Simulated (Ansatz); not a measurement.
Suppose Zr₃SnSe takes space group P4/mmm (No. 123), with Zr on 1c and 2e; Sn on 1b; Se on 1d.

These are results of Ansatz 0.2.0, DFT PBE, scalar-relativistic, plane waves, PAW, not measurements. Cutoff 420 eV, Γ-centred mesh, Gaussian smearing, no spin polarisation.

Energies over the elements count from the elements' standard structures at the same level, with no fitted energy shifts. The references include grey tin.

**Question.** Give the relaxed lattice parameters and positions.

**Answer.**

Space group P4/mmm (No. 123). a = 5.513 Å, b = 5.513 Å, c = 4.955 Å, α = 90.00°, β = 90.00°, γ = 90.00°
| atom | site | symmetry | x | y | z |
| --- | --- | --- | --- | --- | --- |
| Zr | 1c | 4/mmm | 0.5000 | 0.5000 | 0.0000 |
| Zr | 2e | mmm. | 0.0000 | 0.5000 | 0.5000 |
| Sn | 1b | 4/mmm | 0.0000 | 0.0000 | 0.5000 |
| Se | 1d | 4/mmm | 0.5000 | 0.5000 | 0.5000 |

Zr on a site of symmetry 4/mmm is surrounded by 2 Se at 2.48 Å and 8 Zr at 3.71 Å; Zr on a site of symmetry mmm is surrounded by 2 Se at 2.76 Å, 2 Sn at 2.76 Å and 8 Zr at 3.71–3.90 Å; Sn is surrounded by 4 Zr at 2.76 Å; Se is surrounded by 2 Zr at 2.48 Å and 4 Zr at 2.76 Å. Another local minimum with the same sites may exist.

**Question.** Where does its energy lie, and is it a metal?

**Answer.** The energy over the elements is +0.23 eV/atom and the gap on the 8×8×8 mesh of the 5-atom cell is 0 eV (a metal). A positive value: parting into the elements would lower its energy.

The last run used Gaussian smearing of 0.10 eV. The cell is a metal run without spin; a magnetic state may lie lower. The reference form of Se is held partly by dispersion forces, which this level lacks. A structure relaxed within its symmetry needn't be a true minimum. Another cell of Zr3SnSe relaxed alike, in P4mm, lies 0.76 eV/atom lower, so this cell isn't the stable form at this level.
